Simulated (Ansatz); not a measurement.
Here is an unrelaxed guess for Zr2S3.

Space group P4/mmm (No. 123). a = 4.181 Å, b = 4.181 Å, c = 6.953 Å, α = 90.00°, β = 90.00°, γ = 90.00°
| atom | site | symmetry | x | y | z |
| --- | --- | --- | --- | --- | --- |
| Zr | 2h | 4mm | 0.5000 | 0.5000 | 0.7849 |
| S | 2e | mmm. | 0.0000 | 0.5000 | 0.5000 |
| S | 1a | 4/mmm | 0.0000 | 0.0000 | 0.0000 |

All numbers below come from DFT PBE, scalar-relativistic, plane waves, PAW (Ansatz 0.2.0). Plane waves to 420 eV, a k mesh through Γ of 4×4×4 on the computed 5-atom cell and Gaussian smearing (0.10 eV); no spin polarisation.

Formation energies are uncorrected and refer to the elements' standard structures at the same level.

**Question.** Estimate its pressure, forces and energy as it stands.

**Answer.** The pressure is -13.6 GPa (the mean over three directions, positive in compression), the largest force is 2.28 eV/Å, and the energy is −0.32 eV/atom against the elements. The shortest distance is 2.88 Å.

**Question.** Is it a good guess?

**Answer.** A rough one: relaxing gains about 0.45 eV/atom (the start's value is from the coarse mesh, so the gain is rough) in 12 ionic steps and ends at −0.77 eV/atom on the finer mesh. The symmetry stays P4/mmm (No. 123). The volume per atom shrinks by 14.2 %, from 24.3 to 20.8 Å³. The shortest distance goes from 2.88 Å (Zr–S) to 2.53 Å (Zr–S). The ratio c/a of the conventional cell changes by a factor of 0.90. Conventional cell: a = 4.115 Å, c = 6.158 Å. Around Zr lie 4 S at 2.53 Å, 1 Zr at 2.94 Å, 1 Zr at 3.22 Å and 4 S at 3.32 Å; S on a site of symmetry mmm has 4 Zr at 2.53 Å, 4 S at 2.91 Å and 4 S at 3.70 Å; S on a site of symmetry 4/mmm has 8 Zr at 3.32 Å and 8 S at 3.70 Å.

The last run used a 10×10×6 mesh (in the run's order of axes) for its 5-atom cell and Gaussian smearing of 0.10 eV. The reference form of S is held partly by dispersion forces, which this level lacks. The relaxation can't lower the symmetry of the start, and the grade says only how near the guess is to its own end. A structure relaxed within its symmetry needn't be a true minimum.
